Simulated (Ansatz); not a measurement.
## A plane-wave run on ZrTa$_{2}$BSe$_{4}$

Input file of Ansatz 0.2.0:

```yaml
crystal:
  lattice:
    - [0.0, 7.730476, 0.0]
    - [7.257245, -3.865238, 0.0]
    - [2.085867, 0.0, -6.052988]
  atoms:
    - { symbol: B, position: [0.6229, 0.0, 0.75] }
    - { symbol: B, position: [0.3771, 0.0, 0.25] }
    - { symbol: Ta, position: [0.62243, 0.49646, 0.77034] }
    - { symbol: Ta, position: [0.12597, 0.50354, 0.72966] }
    - { symbol: Ta, position: [0.37757, 0.50354, 0.22966] }
    - { symbol: Ta, position: [0.87403, 0.49646, 0.27034] }
    - { symbol: Zr, position: [0.1238, 0.0, 0.75] }
    - { symbol: Zr, position: [0.8762, 0.0, 0.25] }
    - { symbol: Se, position: [0.20439, 0.19976, 0.99685] }
    - { symbol: Se, position: [0.00463, 0.80024, 0.50315] }
    - { symbol: Se, position: [0.79561, 0.80024, 0.00315] }
    - { symbol: Se, position: [0.99537, 0.19976, 0.49685] }
    - { symbol: Se, position: [0.45327, 0.21782, 0.5321] }
    - { symbol: Se, position: [0.23545, 0.78218, 0.9679] }
    - { symbol: Se, position: [0.54673, 0.78218, 0.4679] }
    - { symbol: Se, position: [0.76455, 0.21782, 0.0321] }
  symmetry: { tolerance: 0.0003 }
kpoints:
  mp_grid: { grid: [4, 4, 5], shift: [0, 0, 0] }
magnetization:
  spin_polarized: false
scf:
  occupations: { method: fermi_dirac }
  lower_state_search: "off"
  max_iter: 200
hamiltonian:
  pseudopotentials: { kind: paw }
  xc: mr2scan
basis:
  ecutwfc: 500
  fft_grid_basis: typed
output:
  forces: true
  stress: true
  eigenvalues: true
  bader: true
  populations: true
  elf: true
  write_potential: true
  volumetric_format: npy
  dos:
    e_range: [-12, 8]
    de: 0.05
    projected: { site_lists: { B: [B], Se: [Se], Ta: [Ta], Zr: [Zr] } }
checkpoint:
  read: saved_state
```

The run starts from an earlier solution of this cell. 

Output (shortened):

```
Pseudopotentials: kind: paw
Pseudopotential: B, paw, valence charge 3, recommended cutoff 500 eV (meta_gga), B.paw.azcp
Pseudopotential: Ta, paw, valence charge 13, recommended cutoff 500 eV (meta_gga), Ta.paw.azcp
Pseudopotential: Zr, paw, valence charge 12, recommended cutoff 500 eV (meta_gga), Zr.paw.azcp
Pseudopotential: Se, paw, valence charge 16, recommended cutoff 500 eV (meta_gga), Se.paw.azcp
Functional definition: m-r2SCAN
  exchange = m_r2scan_x
  correlation = m_r2scan_c
Crystal: 16 atoms, lattice volume = 339.584 Å³
Basis set: ecut = 500 eV, 8601 PW (Γ), exchange–correlation on 240×240×192 points (64 copies of the dense FFT grid, shifted against one another)
Bands: 126, of which v1, the nominal top of the filled ones, is band 105 counted from 1 (104 counted from 0)
Symmetry: 4 space group operations
Space group: C2/c (ITA 15), of the structure as read, at distance tolerance 2.1e-3 Å
k-points: 27 of 80
Initial density: read from a saved state, or passed on in memory by an earlier SCF of this step, an earlier step, the calling program or the single point that the run made first
Functional: x = mr2scan, c = mr2scan; τ floored in thin density (d = 2e-4 eV/Å³)
SCF iter   1: F=-92295.8247 eV  Δρ=1.45e-3  dr2=9.36e-3  dr2_τ=1.77e-3
SCF iter   2: F=-92295.8300 eV  Δρ=8.20e-4  dr2=1.96e-3  dr2_τ=2.46e-4
SCF iter   3: F=-92295.8301 eV  Δρ=3.05e-4  dr2=7.80e-4  dr2_τ=6.46e-5
SCF iter   4: F=-92295.8306 eV  Δρ=1.00e-4  dr2=4.81e-5  dr2_τ=3.96e-6
SCF iter   5: F=-92295.8305 eV  Δρ=3.77e-5  dr2=5.75e-6  dr2_τ=2.95e-7
SCF iter   6: F=-92295.8305 eV  Δρ=1.02e-5  dr2=5.79e-7  dr2_τ=2.63e-8
SCF iter   7: F=-92295.8305 eV  Δρ=2.84e-6  dr2=4.85e-8  dr2_τ=2.04e-9
Free energy (F): -92295.8305 eV
Harris-Foulkes:  -92295.8305 eV  (|F-HF|=4.15e-8)
Internal energy: -92295.3591 eV  (E = F + TS)
E sigma→0 (E₀):  -92295.5948 eV
Entropy (-TS):   -0.4714 eV (-29.464 meV/atom)
Fermi energy:    12.3224 eV
--- Stress (GPa, compression-positive) ---
       -2.1546       0.0000       0.2519
        0.0000      -1.4192       0.0000
        0.2519       0.0000      -2.0075
  P = ⅓ Tr σ = -1.8604 GPa (-18.604 kbar)
--- Löwdin populations: 16 sites ---
  site symbol       q [e]
     0      B      3.2160
     1      B      3.2160
     2     Ta     12.5568
     3     Ta     12.5568
     4     Ta     12.5568
     5     Ta     12.5568
     6     Zr     11.5956
     7     Zr     11.5956
     8     Se     16.1799
     9     Se     16.1799
    10     Se     16.1799
    11     Se     16.1799
    12     Se     16.1615
    13     Se     16.1615
    14     Se     16.1615
    15     Se     16.1615
  spilling = 0.0037 (of n_electrons = 210.0000)
--- Bader charges: 16 sites ---
  site symbol  charge [e]  shift [e]
     0      B      0.1986     0.0000
     1      B      0.1987     0.0000
     2     Ta      1.1056     0.0005
     3     Ta      1.1056     0.0005
     4     Ta      1.1056     0.0005
     5     Ta      1.1056     0.0005
     6     Zr      1.7859     0.0015
     7     Zr      1.7859     0.0015
     8     Se     -1.1068     0.0006
     9     Se     -1.1068     0.0006
    10     Se     -1.1067     0.0006
    11     Se     -1.1067     0.0006
    12     Se     -0.9911     0.0006
    13     Se     -0.9911     0.0006
    14     Se     -0.9911     0.0006
    15     Se     -0.9911     0.0006
```

Origin: a known structure type with other elements, at an estimated volume, so it need not be a known compound. Caveats: many states at the Fermi level without spin polarisation, so a magnetic state may lie lower; atoms or cell far from equilibrium; m-r2SCAN is r2SCAN with a changed spin dependence that lowers moments.
